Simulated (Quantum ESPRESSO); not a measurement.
## Calculated data, GeB2N2O2 (made-up cell, one site empty)

Calculation on a made-up crystal cell, not a measurement, with one named mistake planted (healthy values lack it): periodic Kohn-Sham density functional theory in plane waves with PseudoDojo standard norm-conserving scalar-relativistic pseudopotentials, each functional with its own files (v0.5 for PBE, v0.4.1 for LDA and PBEsol), no spin polarisation, no spin-orbit coupling, atoms not relaxed, stress positive in tension, energies less a fixed whole-eV offset for each atom's element; levels are Kohn-Sham levels at fractions of this cell's reciprocal vectors, counted from the reference band (half the neutral cell's valence electrons, rounded up) at Gamma; error bars cover cutoff and k-mesh only, not smearing or the files; each bar is the largest change over components, and at least 0.002 eV, 0.002 eV per angstrom or 0.02 GPa; a charged cell sits in a uniform background, with energy and stress on this program's zero of potential; energies are for the whole cell, and the offsets were chosen from early runs and are not element reference energies; a distance is the largest change of any value in units of its error bar (the energy's for the smearing term), a scale change is of lengths, and a coarse mesh keeps the half-step shift; machines and their load varied, so run times do not measure scaling. Program: Quantum ESPRESSO 7.5.

### GeB2N2O2 (made-up cell, one site empty)

Intended structure:
```
cell vectors (Å)
   2.7179    -0.0155    -0.0252
  -0.0269     4.6435     0.0717
  -0.0411     0.0676     4.5003
atoms (fractions of the cell vectors)
Ge  0.50786  0.49574 -0.00301
B   0.51702  0.15191  0.49458
B  -0.00470  0.67111  0.50049
N  -0.01729  0.00263  0.37784
N   0.46627  0.48556  0.37025
O   0.52031  0.15728  0.86162
O  -0.01323  0.67032  0.88863
```

| Item | Value |
| --- | --- |
| lattice type | wurtzite |
| empty site | 1 |
| intended functional | pbe |
| intended cutoff | 1143 eV |
| intended fermi dirac smearing | 0.025 eV |
| intended scf tolerance | 1e-07 eV |
| intended electrons removed | 0 |
| healthy free energy less offsets | 3.554 eV |
| healthy scf iterations | 12 |
| healthy smearing term minus ts | 0 eV |
| healthy pressure | 17.09 GPa |
| healthy stress xx | -30.93 GPa |
| healthy stress yy | 5.8 GPa |
| healthy stress zz | -26.15 GPa |
| healthy stress yz | 12.79 GPa |
| healthy stress xz | 5.32 GPa |
| healthy stress xy | -9.79 GPa |
| healthy reference band | 21 |
| fault kind | coarse kmesh |
| fault k points along each vector | 1 |
| faulty run command | pw.x -nk 1 -in in |
| faulty run processor | AMD EPYC, Zen 5 class, virtual cores |
| intended k mesh | 6 x 4 x 4, shifted by half a step |
| structure shown | as intended, without the mistake |
| faulty free energy less offsets | -0.8307 eV |
| faulty scf iterations | 13 |
| faulty smearing term minus ts | 0 eV |
| faulty pressure | 7.382 GPa |
| faulty stress xx | -14.45 GPa |
| faulty stress yy | 5.634 GPa |
| faulty stress zz | -13.33 GPa |
| faulty stress yz | 15.43 GPa |
| faulty stress xz | 4.903 GPa |
| faulty stress xy | -12.43 GPa |
| faulty reference band | 21 |
| other mistakes compared | 7 |
| distance from healthy | 2192 error bars |
| distance from nearest other mistake | 2114 error bars |
| healthy error bar energy | 0.002 eV |
| healthy error bar stress | 0.04522 GPa |
| healthy error bar force | 0.004009 eV/Å |
| healthy error bar next band up | 0.002 eV |
| faulty wall time of scf and band steps on a shared machine | 7.4 s |

Atoms:
```tsv
atoms element	atom site	atom energy offset (eV)
Ge	2	-2430
B	3	-79
B	4	-79
N	5	-283
N	6	-283
O	7	-452
O	8	-452
```

Healthy forces:
```tsv
site	x (eV/Å)	y (eV/Å)	z (eV/Å)
2	-2.873	-5.529	-0.438
3	-1.296	-1.536	0.662
4	-0.532	2.847	-3.226
5	0.977	-2.241	3.825
6	0.646	1.531	8.407
7	-0.125	0.287	-3.261
8	3.203	4.64	-5.969
```

Healthy levels:
```tsv
level k point	next band up (eV)
Gamma	2.514
(1/2,1/2,1/2)	2.985
(0.15,0,0)	3.318
(0,0.15,0)	2.743
(0,0,0.15)	2.868
```

Faulty forces:
```tsv
site	x (eV/Å)	y (eV/Å)	z (eV/Å)
2	-2.812	-4.836	-0.3368
3	-0.7913	-0.264	2.486
4	-0.4371	2.803	-4.015
5	0.2281	-5.123	4.417
6	0.7349	0.6107	7.377
7	0.1898	2.835	-4.822
8	2.888	3.975	-5.106
```

Faulty levels:
```tsv
level k point	next band up (eV)
Gamma	2.503
(1/2,1/2,1/2)	3.019
(0.15,0,0)	3.296
(0,0.15,0)	2.725
(0,0,0.15)	2.857
```
